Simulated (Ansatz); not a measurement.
Relaxed-ion elastic tensor of C in space group P-3m1 (No. 164; Pearson symbol hP18) in GPa (Voigt order), plane-wave PAW r²SCAN (Ansatz code); density 3.53 g/cm³, 5.65 Å³ per atom.

```
 1220   93.2   36.0  -14.5    0.0    0.0
 93.2   1220   36.0   14.5    0.0    0.0
 36.0   36.0   1290    0.0    0.0    0.0
-14.5   14.5    0.0    507    0.0    0.0
  0.0    0.0    0.0    0.0    507  -14.5
  0.0    0.0    0.0    0.0  -14.5    564
```

### Question
Is the crystal mechanically stable?

### Answer
Yes: the smallest eigenvalue of C is 504 GPa.

### Question
Work out the Voigt, Reuss and Hill averages.

### Answer
K_V = 451, K_R = 451, K_H = 451; G_V = 553, G_R = 550, G_H = 552 GPa.

### Question
Give Young's modulus, Poisson's ratio, Pugh's ratio and the universal anisotropy index.

### Answer
E = 9KG/(3K + G) = 1180 GPa; ν = 0.07; K/G = 0.82 (brittle by the Pugh limit of 1.75); A_U = 5G_V/G_R + K_V/K_R − 6 = 0.03.

### Question
Estimate the sound speeds and the Debye temperature.

### Answer
v_l = √((K + 4G/3)/ρ) = 18300 m/s, v_t = √(G/ρ) = 12500 m/s, mean 13600 m/s; Θ = (h/k)(3n/4πV)^(1/3) v_m = 2280 K.

### Question
How much does each axis shrink under pressure?

### Answer
Linear compressibilities β_i = Σ_j S_ij (j = 1 to 3): x 0.74, y 0.74, z 0.74 per TPa.

The start of the workflow was typed in or built on a structure type; the Crystallography Open Database copy checked does not list it. It is not the phase usual at ambient conditions (space group No. 194, 227). The r²SCAN relaxation kept the symmetry of its start; its stability against distortions is not shown here.

Potentials: the later of the program's two PAW sets.
